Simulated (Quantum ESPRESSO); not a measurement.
W3MoRhTi3, input and log of a self-consistent run

Computed values, not a measurement. The program is pw.x of Quantum ESPRESSO 7.5 (plane-wave density functional theory). The cell is made up: eight metal atoms on a hexagonal close-packed lattice, with elements, volume, strain and displacements drawn at random and not relaxed, so it may be unstable or far from any real phase. PseudoDojo standard norm-conserving files set the functional (PBE unless stated); there is no spin polarisation or spin-orbit coupling, the Fermi-Dirac width of 0.25 eV means electrons at about 2900 K, and the masses in the input are unused placeholders. Heavy elements are run without spin-orbit coupling, which real alloys of them have. A spin test at this wide smearing found no moment, but such smearing suppresses magnetism that the real alloy may have.

Input:

```
&control calculation='scf', pseudo_dir='./dojo.nc.sr.pbe.v0_5.standard.upf', outdir='./o', disk_io='minimal', tprnfor=.true., tstress=.true. /
&system ibrav=0, nat=8, ntyp=4, nbnd=73, ecutwfc=87.97787729, nosym=.true., tot_charge=0,
 occupations='smearing', smearing='fd', degauss=0.0183746611
/
&electrons conv_thr=1.470e-08, electron_maxstep=70, mixing_beta=0.5 /
ATOMIC_SPECIES
Mo 1.0 Mo.upf
Rh 1.0 Rh.upf
Ti 1.0 Ti.upf
W 1.0 W.upf
CELL_PARAMETERS angstrom
-2.8386 0.021 -0.0235
-0.0385 0.003 -4.5434
0.0726 -9.815 0.0063
ATOMIC_POSITIONS angstrom
W -0.0362 -0.0011 0.0561
Mo 0.1104 -4.8733 -0.0785
Rh -0.0082 -3.3576 -2.2119
Ti 0.0638 -8.1034 -2.2684
Ti -1.3467 -2.478 -0.0576
W -1.3624 -7.4005 0.071
Ti -1.3817 -0.7874 -2.3421
W -1.4168 -5.6569 -2.3019
K_POINTS automatic
8 5 3 1 1 1
```

The log is shortened where brackets say so; the opening notice, blank lines, dates and the lines on written files are dropped, and the path of the files is cut. It prints rydbergs, bohrs and kilobars, and counts compression as positive stress. Its total energy is the free energy E - TS of the whole cell.

```
     Program PWSCF v.7.5
     Parallel version (MPI & OpenMP), running on       4 processor cores
     Number of MPI processes:                 4
     Threads/MPI process:                     1
     [start-up lines left out]
     bravais-lattice index     =            0
     lattice parameter (alat)  =       5.3645  a.u.
     unit-cell volume          =     854.1176 (a.u.)^3
     number of atoms/cell      =            8
     number of atomic types    =            4
     number of electrons       =       109.00
     number of Kohn-Sham states=           73
     kinetic-energy cutoff     =      87.9779  Ry
     charge density cutoff     =     351.9115  Ry
     scf convergence threshold =      1.5E-08
     mixing beta               =       0.5000
     number of iterations used =            8  plain     mixing
     Exchange-correlation= PBE
                           (   1   4   3   4   0   0   0)
     [axes and pseudopotential details left out]
   Cartesian axes
     site n.     atom                  positions (alat units)
         1        W      tau(   1) = (  -0.0127520  -0.0003875   0.0197620  )
         2        Mo     tau(   2) = (   0.0388900  -1.7166912  -0.0276528  )
         3        Rh     tau(   3) = (  -0.0028886  -1.1827637  -0.7791741  )
         4        Ti     tau(   4) = (   0.0224745  -2.8545412  -0.7990771  )
         5        Ti     tau(   5) = (  -0.4743948  -0.8729117  -0.0202904  )
         6        W      tau(   6) = (  -0.4799253  -2.6069344   0.0250108  )
         7        Ti     tau(   7) = (  -0.4867240  -0.2773732  -0.8250390  )
         8        W      tau(   8) = (  -0.4990885  -1.9927258  -0.8108779  )
     number of k points=    60  Fermi-Dirac smearing, width (Ry)=  0.0184
                       cart. coord. in units 2pi/alat
        k(    1) = (  -0.0623510  -0.0487057  -0.0619851), wk =   0.0333333
        k(    2) = (  -0.0609254   0.1441237  -0.0618699), wk =   0.0333333
     [further k points left out]
     Dense  grid:    95141 G-vectors     FFT dimensions: (  36,  54, 120)
     Estimated max dynamical RAM per process >     378.85 MB
     Estimated total dynamical RAM >       1.41 GB
     Initial potential from superposition of free atoms
     starting charge     108.9916, renormalised to     109.0000
     Starting wfcs are   80 randomized atomic wfcs
     total cpu time spent up to now is        8.6 secs
     per-process dynamical memory:   296.7 Mb
     Self-consistent Calculation
     iteration #  1     ecut=    87.98 Ry     beta= 0.50
     Davidson diagonalization with overlap
     ethr =  1.00E-02,  avg # of iterations =  2.6
     total cpu time spent up to now is       28.4 secs
     total energy              =   -1182.50596155 Ry
     estimated scf accuracy    <       5.68531090 Ry
     iteration #  2     ecut=    87.98 Ry     beta= 0.50
     Davidson diagonalization with overlap
     ethr =  5.22E-03,  avg # of iterations =  6.1
     total cpu time spent up to now is       56.9 secs
     total energy              =   -1178.31800564 Ry
     estimated scf accuracy    <     241.17702372 Ry
     iteration #  3     ecut=    87.98 Ry     beta= 0.50
     Davidson diagonalization with overlap
     ethr =  5.22E-03,  avg # of iterations =  5.3
     total cpu time spent up to now is       82.6 secs
     total energy              =   -1185.78385744 Ry
     estimated scf accuracy    <      10.70881067 Ry
     iteration #  4     ecut=    87.98 Ry     beta= 0.50
     Davidson diagonalization with overlap
     ethr =  5.22E-03,  avg # of iterations =  2.2
     total cpu time spent up to now is       99.6 secs
     total energy              =   -1185.97292547 Ry
     estimated scf accuracy    <      11.41781192 Ry
     iteration #  5     ecut=    87.98 Ry     beta= 0.50
     Davidson diagonalization with overlap
     ethr =  5.22E-03,  avg # of iterations =  1.5
     total cpu time spent up to now is      115.7 secs
     total energy              =   -1186.27313866 Ry
     estimated scf accuracy    <       1.78137183 Ry
     [iterations 6 to 17 left out]
     iteration # 18     ecut=    87.98 Ry     beta= 0.50
     Davidson diagonalization with overlap
     ethr =  3.57E-09,  avg # of iterations =  1.7
     total cpu time spent up to now is      357.8 secs
     total energy              =   -1186.35072561 Ry
     estimated scf accuracy    <       0.00000156 Ry
     iteration # 19     ecut=    87.98 Ry     beta= 0.50
     Davidson diagonalization with overlap
     ethr =  1.43E-09,  avg # of iterations =  1.3
     total cpu time spent up to now is      381.4 secs
     total energy              =   -1186.35072578 Ry
     estimated scf accuracy    <       0.00000006 Ry
     iteration # 20     ecut=    87.98 Ry     beta= 0.50
     Davidson diagonalization with overlap
     ethr =  5.70E-11,  avg # of iterations =  5.4
     total cpu time spent up to now is      416.8 secs
     total energy              =   -1186.35072579 Ry
     estimated scf accuracy    <       0.00000002 Ry
     iteration # 21     ecut=    87.98 Ry     beta= 0.50
     Davidson diagonalization with overlap
     ethr =  1.73E-11,  avg # of iterations =  2.5
     total cpu time spent up to now is      445.6 secs
     total energy              =   -1186.35072579 Ry
     estimated scf accuracy    <       0.00000004 Ry
     iteration # 22     ecut=    87.98 Ry     beta= 0.50
     Davidson diagonalization with overlap
     ethr =  1.73E-11,  avg # of iterations =  1.0
     total cpu time spent up to now is      464.8 secs
     End of self-consistent calculation
     [lines on levels left out]
!    total energy              =   -1186.35072578 Ry
     estimated scf accuracy    <          6.0E-09 Ry
     smearing contrib. (-TS)   =      -0.15679197 Ry
     internal energy E=F+TS    =   -1186.19393381 Ry
     The total energy is F=E-TS. E is the sum of the following terms:
     one-electron contribution =    -264.76537239 Ry
     hartree contribution      =     190.43913216 Ry
     xc contribution           =    -210.48521677 Ry
     ewald contribution        =    -901.38247681 Ry
     convergence has been achieved in  22 iterations
     Forces acting on atoms (cartesian axes, Ry/au):
     atom    1 type  4   force =     0.00419105   -0.00497179   -0.04342496
     atom    2 type  1   force =    -0.00589222   -0.04728598    0.02859226
     atom    3 type  2   force =     0.00480590    0.04741849   -0.03430881
     atom    4 type  3   force =     0.00218919    0.00949494    0.04382899
     atom    5 type  3   force =    -0.00325110   -0.00898736    0.01193172
     atom    6 type  4   force =     0.00307542    0.03075399   -0.03391136
     atom    7 type  3   force =    -0.00856538   -0.02583352    0.03123159
     atom    8 type  4   force =     0.00344714   -0.00058876   -0.00393944
     Total force =     0.120680     Total SCF correction =     0.000549
     Computing stress (Cartesian axis) and pressure
          total   stress  (Ry/bohr**3)                   (kbar)     P=       70.83
   0.00037493   0.00002025   0.00003820           55.15        2.98        5.62
   0.00002025   0.00032024  -0.00003427            2.98       47.11       -5.04
   0.00003820  -0.00003427   0.00074932            5.62       -5.04      110.23
     init_run     :      7.86s CPU      8.21s WALL (       1 calls)
     electrons    :    447.50s CPU    456.20s WALL (       1 calls)
     forces       :      3.25s CPU      3.27s WALL (       1 calls)
     stress       :     11.80s CPU     11.80s WALL (       1 calls)
     [timing details left out]
     PWSCF        :   7m50.85s CPU   7m59.96s WALL
     JOB DONE.
```

In other units: free energy -16141.124 eV for the cell, pressure 7.08 GPa, largest force component 1.219 eV/Å in size. The run took 482 s of wall time with four MPI processes on a shared machine (Intel Xeon, 2023 or later, virtual cores), so the time is rough. A rerun of this cell at a higher cutoff and on a denser mesh moved values by no more than 0.008 eV in energy, 0.11 GPa in stress and 0.008 eV/Å in force, and a second program with other atomic files agreed on that cell to 2 % rms in force and 0.5 GPa in pressure.